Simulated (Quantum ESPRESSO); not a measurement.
TiGeGaO5F, convergence and cost over cutoff and k mesh

Simulated, not a measurement. The program is pw.x of Quantum ESPRESSO 7.5 (plane-wave density functional theory). The cell is made up: 9 atoms on a corundum lattice with one site empty, with randomly drawn elements, strain and displacements, not relaxed. PseudoDojo standard norm-conserving files (v0.5 for PBE, v0.4.1 for LDA and PBEsol) set the functional; there is no spin polarisation, spin-orbit coupling or dispersion term, and the masses in the input are unused placeholders.

Input of the run in row 4:

```
&control calculation='scf', pseudo_dir='./dojo.nc.sr.pbe.v0_5.standard.upf', outdir='./o', disk_io='medium', tprnfor=.true., tstress=.true. /
&system ibrav=0, nat=9, ntyp=5, nbnd=44, ecutwfc=84.00895049, nosym=.true., tot_charge=0,
 occupations='smearing', smearing='fd', degauss=0.0018374661
/
&electrons conv_thr=7.350e-09, electron_maxstep=60, /
ATOMIC_SPECIES
F 1.0 F.upf
Ga 1.0 Ga.upf
Ge 1.0 Ge.upf
O 1.0 O.upf
Ti 1.0 Ti.upf
CELL_PARAMETERS angstrom
2.5822 1.4908 4.6371
-2.5822 1.4908 4.6371
0.0 -2.9817 4.6371
ATOMIC_POSITIONS angstrom
Ti 0.0482 -0.0776 4.8555
Ge 0.0678 0.0207 1.977
Ga 0.0095 0.0106 11.9111
O -0.8939 1.494 8.1268
F -0.7974 -1.6237 8.0201
O 1.7807 0.1485 8.1335
O 0.9961 -1.507 5.8512
O 0.8283 1.6489 5.8071
O -1.8073 -0.1853 5.8358
K_POINTS automatic
5 5 5 1 1 1
```

The same cell was run at these settings. Meshes are shifted by half a step, and differences are from the last row, which is itself not exact.

| cutoff (eV) | k mesh | k points solved | threshold (eV) | free energy less the last row's (eV) | pressure (GPa) | largest stress difference (GPa) | largest force difference (eV/Å) | iterations | wall time (s) | k-point pools | processor |
| --- | --- | --- | --- | --- | --- | --- | --- | --- | --- | --- | --- |
| 800 | 2 x 2 x 2 | 4 | 1e-04 | 2.565 | -51.91 | 35.42 | 0.074 | 12 | 34 | 1 | AMD EPYC, Zen 5 class |
| 1143 | 2 x 2 x 2 | 4 | 1e-07 | -0.031 | -16.89 | 0.16 | 0.032 | 16 | 93 | 1 | AMD EPYC, Zen 5 class |
| 796 | 5 x 5 x 5 | 63 | 1e-07 | 2.774 | -53.87 | 37.05 | 0.075 | 15 | 426 | 1 | AMD EPYC, Zen 5 class |
| 1143 | 5 x 5 x 5 | 63 | 1e-07 | 0.002 | -16.91 | 0.03 | 0.000 | 15 | 783 | 1 | AMD EPYC, Zen 5 class |
| 1437 | 7 x 7 x 7 | 172 | 1e-07 | 0.000 | -16.88 | 0.00 | 0.000 | 15 | 562 | 4 | Intel Xeon, 2023 or later |

Each pool is one process. Wall times include start-up and a band step at six k points, which weighs most on the coarsest meshes. The runs were on shared virtual cores whose load varied, so times are rough.